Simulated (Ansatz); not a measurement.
## ScZn: energy along a strain

ScZn, Pm-3m, a = 3.350 Å (as given, not relaxed at this level: -3.3 GPa). The structure is a COD entry; whether it is the stable form wasn't checked. Ansatz: PBEsol, PAW, 420 eV, Γ-centred 14×14×14 mesh on 2 atoms, Gaussian smearing 0.15 eV; no spin polarisation. Cell vectors (Å): 3.350 0.000 0.000; 0.000 3.350 0.000; 0.000 0.000 3.350. The cell is strained by x per cent times the pattern (0 0 0 0 0 1) in the order xx yy zz yz xz xy (engineering shears), with fractional coordinates held. y is the free energy over the start, V0 = 18.798 Å³/atom. Symmetry makes y even in x.

```tsv
x (%)	y (meV/atom)
-4.00	5.94
-2.00	1.49
0.00	0.00
0.50	0.09
1.00	?
1.50	0.84
2.50	2.33
3.00	3.35
3.50	4.56
```

Question: Fit y = c2 x² + c4 x⁴ to the other rows, get the stiffness along the pattern, and predict the missing energy.

Answer: Least squares on the rows shown. y = 0.3737 x² − 0.0001425 x⁴. The clamped-ion stiffness p·C·p = 2 × 3.737 eV × 160.2 / 18.798 Å³ = 64 GPa, which is C66 in these axes (C44 of the cubic crystal) (second derivative at the start, which stands under stress). At x = 1.00 the fit asked for gives 0.37 meV/atom. The run gave 0.37 meV/atom, the same to the digits shown.